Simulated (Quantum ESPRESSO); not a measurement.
**Electric field gradients in ZrS₂**

```
ZrS2
1.0
    3.69138     0.00000     0.00000
   -1.84569     3.19683     0.00000
    0.00000     0.00000     6.04108
Zr S
1 2
Cartesian
  0.00000   0.00000   0.00000
  1.84569   1.06561   4.60385
  0.00000   2.13122   1.43723
```
Geometry: a computed entry of the Materials Project; it was not checked against measured cells. It is ZrS2 in P-3m1; whether this form has been observed was not checked. Stability against distortions was not tested. The layers lie 3.2 Å apart; this gap hangs on dispersion, and neither it nor the stacking was checked against the measured crystal. The run has no spin polarisation.

Computed: field gradients by PBE PAW (JTH datasets; density from pw.x of a modified build of Quantum ESPRESSO, gradients reconstructed from it by a script), 20 Ha, k-mesh 7×7×4 through Γ.

```
site            site symmetry  Vzz (a.u.)   η_Q       ∣C_Q∣ (MHz)
--------------  -------------  ----------  ----  ----------------
Zr (atom 1)               -3m      -0.053  0.00       2.19 (⁹¹Zr)
S (atoms 2, 3)             3m  under 0.02     –  under 0.32 (³³S)
```

Quadrupole moments taken as inputs (sizes, barn, from the tables of PySCF and pymatgen): ⁹¹Zr 0.176, ³³S 0.0678.

Convention: |Vzz| is the largest principal value, η_Q = (Vxx − Vyy)/Vzz, |C_Q| = |eQVzz/h|. Cores are frozen. Zr had no test against all-electron runs.
